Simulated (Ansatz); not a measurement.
Several occupations of a wurtzite lattice at one composition, 3 Ga, 3 Si, 2 Zn; 8 N. Sites, in fractions of the cell 0.000 0.000 -4.997; 3.084 5.342 0.000; 3.084 -5.342 0.000 Å:

| cell | sites |
| --- | --- |
| all | N (0.12 0.33 0.17), N (0.12 0.33 0.67), N (0.12 0.83 0.17), N (0.12 0.83 0.67), N (0.62 0.17 0.33), N (0.62 0.17 0.83), N (0.62 0.67 0.33), N (0.62 0.67 0.83) |
| 1 | Ga (0.00 0.17 0.33), Ga (0.00 0.17 0.83), Ga (0.50 0.33 0.17), Si (0.00 0.67 0.83), Si (0.50 0.33 0.67), Si (0.50 0.83 0.17), Zn (0.00 0.67 0.33), Zn (0.50 0.83 0.67) |
| 2 | Ga (0.00 0.17 0.33), Ga (0.00 0.67 0.33), Ga (0.50 0.33 0.67), Si (0.00 0.17 0.83), Si (0.50 0.83 0.17), Si (0.50 0.83 0.67), Zn (0.00 0.67 0.83), Zn (0.50 0.33 0.17) |
| 3 | Ga (0.50 0.33 0.17), Ga (0.50 0.33 0.67), Ga (0.50 0.83 0.17), Si (0.00 0.17 0.83), Si (0.00 0.67 0.33), Si (0.50 0.83 0.67), Zn (0.00 0.17 0.33), Zn (0.00 0.67 0.83) |

Each was relaxed without symmetry on coarser meshes and computed once more. All numbers below come from DFT PBE, scalar-relativistic, plane waves, PAW (Ansatz).

Settings: cutoff 420 eV, Γ-centred mesh 7×6×6 on the computed 16-atom cell, Gaussian smearing of 0.10 eV; no spin polarisation.

Warren–Cowley parameters of the first shell of the sublattice with most elements (negative: unlike neighbours preferred):
| cell | Ga-Si | Ga-Zn | Si-Zn |
| --- | --- | --- | --- |
| 1 | -0.04 | -0.11 | -0.11 |
| 2 | -0.18 | -0.33 | -0.33 |
| 3 | -0.04 | -0.11 | -0.11 |

Forces of up to 0.08 eV/Å remain on the final mesh.

Which occupation is lowest in energy, and by how much?

Cell 2.
| cell | E − E(lowest) (meV/atom) | V (Å³/atom) |
| --- | --- | --- |
| 2 | 0.0 | 11.07 |
| 1 | 52.5 | 11.16 |
| 3 | 54.6 | 11.16 |

Cost: 6 runs of about 51 core-minutes in all (earlier runs that led there not counted), on Arm Neoverse N1 (shared hosts).